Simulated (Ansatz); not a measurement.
A generator proposed this cell of SiB4.

```cif
data_structure
_symmetry_space_group_name_H-M 'P 1'
_symmetry_Int_Tables_number 1
_cell_length_a 3.4634
_cell_length_b 3.4634
_cell_length_c 4.2308
_cell_angle_alpha 90.000
_cell_angle_beta 90.000
_cell_angle_gamma 120.000
_cell_volume 43.95
loop_
_atom_site_label
_atom_site_type_symbol
_atom_site_fract_x
_atom_site_fract_y
_atom_site_fract_z
_atom_site_occupancy
Si1 Si 0.33333 0.66667 0.28244 1
B1 B 0.21253 0.78747 0.84070 1
B2 B 0.21253 0.42506 0.84070 1
B3 B 0.57494 0.78747 0.84070 1
B4 B 0.00000 0.00000 0.71763 1
```

Method: DFT PBE, scalar-relativistic, plane waves, PAW in Ansatz 0.2.0. Plane waves to 420 eV, a k mesh through Γ of 6×6×4 on the computed 5-atom cell and Gaussian smearing (0.10 eV); no spin polarisation.

Formation energies are uncorrected and refer to the elements' standard structures at the same level.

**Question.** How far from equilibrium is it?

**Answer.** The pressure is 128.6 GPa (the mean over three directions, positive in compression), the largest force is 20.38 eV/Å, and the energy is +3.42 eV/atom against the elements. The shortest distance is 1.26 Å, so close that the PAW spheres overlap strongly and these values are rough.

**Question.** Is it a good guess?

**Answer.** A poor one: relaxing gains about 2.9 eV/atom (the start's value is from the coarse mesh, so the gain is rough) in 22 ionic steps and ends at +0.54 eV/atom on the finer mesh. The symmetry stays P3m1 (No. 156). The volume per atom grows by 7.8 %, from 8.8 to 9.5 Å³. The shortest distance goes from 1.26 Å (B–B) to 1.70 Å (B–B). The ratio c/a of the conventional cell changes by a factor of 1.10. Conventional cell: a = 3.438 Å, c = 4.632 Å. Si is surrounded by 3 B at 2.04 Å and 3 B at 2.33 Å; around B on a site of symmetry m lie 4 B at 1.70–1.74 Å, 1 B at 1.90 Å and 1 Si at 2.33 Å; B on a site of symmetry 3m has 3 B at 1.90 Å and 3 Si at 2.04 Å.

The last run used a 12×12×8 mesh (in the run's order of axes) for its 5-atom cell and Gaussian smearing of 0.10 eV. No dispersion correction is applied, so the spacing and binding between layers, chains or molecules are poorly described. The relaxation can't lower the symmetry of the start, and the grade says only how near the guess is to its own end. Symmetry constrained the relaxation, so the result can be a saddle point.
